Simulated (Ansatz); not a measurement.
The relaxed structure here is a generated cell of SnO: the first start was made by placing the elements on the sites of a structure type, and the end was not matched to a known phase here, so it may be hypothetical. Known forms of SnO include space group No. 129.

A relaxed cell of SnO (P6₃/mmc (No. 194)), relaxed on a k-mesh at least as fine as the one used below. Level of theory: PBE (plane waves to 420 eV, PAW, scalar-relativistic; Ansatz, a program for electronic structure). Γ-centred k-mesh 4×8×4 on the run's cell (coarser than for final values), Fermi–Dirac smearing 0.05 eV.

```xyz
8
Lattice="6.9414 0.0000 0.0000 -1.7353 3.0057 0.0000 0.0000 0.0000 6.4351" Properties=species:S:1:pos:R:3 pbc="T T T"
Sn     0.0000     0.0000     0.0000
Sn     3.4707     0.0000     0.0000
Sn     0.0000     0.0000     3.2176
Sn     3.4707     0.0000     3.2176
O      0.0000     2.0038     1.6088
O      3.4707     2.0038     1.6088
O      1.7353     1.0019     4.8263
O      5.2060     1.0019     4.8263
```

The atoms are displaced by (Å):

```
atom      ux      uy      uz
----  ------  ------  ------
Sn1   -0.018  -0.103   0.092
Sn2   -0.024   0.022  -0.023
Sn3   -0.054  -0.041   0.056
Sn4    0.134  -0.049   0.073
O5     0.040  -0.044   0.049
O6    -0.032  -0.044  -0.096
O7    -0.031  -0.034  -0.058
O8     0.012  -0.135   0.046
```

Q: What forces (eV/Å) and pressure result?

A: 
| atom | Fx | Fy | Fz |
|---|---|---|---|
| Sn1 | 0.21 | 0.25 | 0.30 |
| Sn2 | -0.32 | -0.24 | 0.63 |
| Sn3 | 0.71 | 0.44 | 0.10 |
| Sn4 | -0.59 | -0.43 | -0.22 |
| O5 | -0.18 | -0.28 | 0.10 |
| O6 | 0.11 | 0.16 | -0.49 |
| O7 | 0.03 | 0.10 | -0.59 |
| O8 | 0.02 | 0.00 | 0.16 |

Pressure +0.3 GPa.

The undisplaced cell is probably no minimum: from this displacement the run went on to P2₁/m (No. 11), 0.45 eV/atom below it.

No spin polarisation in the result.
